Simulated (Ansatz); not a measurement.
Cu Kα1 powder pattern (kinematic, no thermal factors).
2θ (°) (relative intensity): 22.55 (9, 1 1 1), 26.09 (5, 2 0 0), 37.24 (100, 2 2 0), 43.97 (6, 3 1 1), 46.04 (2, 2 2 2), 53.68 (16, 4 0 0), 58.95 (2, 3 3 1), 60.64 (2, 4 2 0), 67.15 (30, 4 2 2), 71.82 (2, 5 1 1), 79.37 (9, 4 4 0), 83.80 (1, 5 3 1)

The pattern is computed from a structure relaxed with DFT PBE, scalar-relativistic, plane waves, PAW (Ansatz 0.2.0). No spin polarisation. Its elements are Cl, Zn.

Problem. Give the structure.

Solution. ZnCl3.
Space group Fm-3m (No. 225). a = 6.824 Å, b = 6.824 Å, c = 6.824 Å, α = 90.00°, β = 90.00°, γ = 90.00°
```json
{"atom": "Zn", "site": "4a", "symmetry": "m-3m", "x": "0.0000", "y": "0.0000", "z": "0.0000"}
{"atom": "Cl", "site": "8c", "symmetry": "-43m", "x": "0.2500", "y": "0.7500", "z": "0.7500"}
{"atom": "Cl", "site": "4b", "symmetry": "m-3m", "x": "0.5000", "y": "0.0000", "z": "0.0000"}
```

A pattern alone doesn't exclude other cells with like lines; this is the one computed.

Another cell of ZnCl3 relaxed alike, in P6_3/mmc, lies 0.68 eV/atom lower, so this cell isn't the stable form at this level.

The structure comes from a generated guess; another structure or a mixture of phases may lie lower.
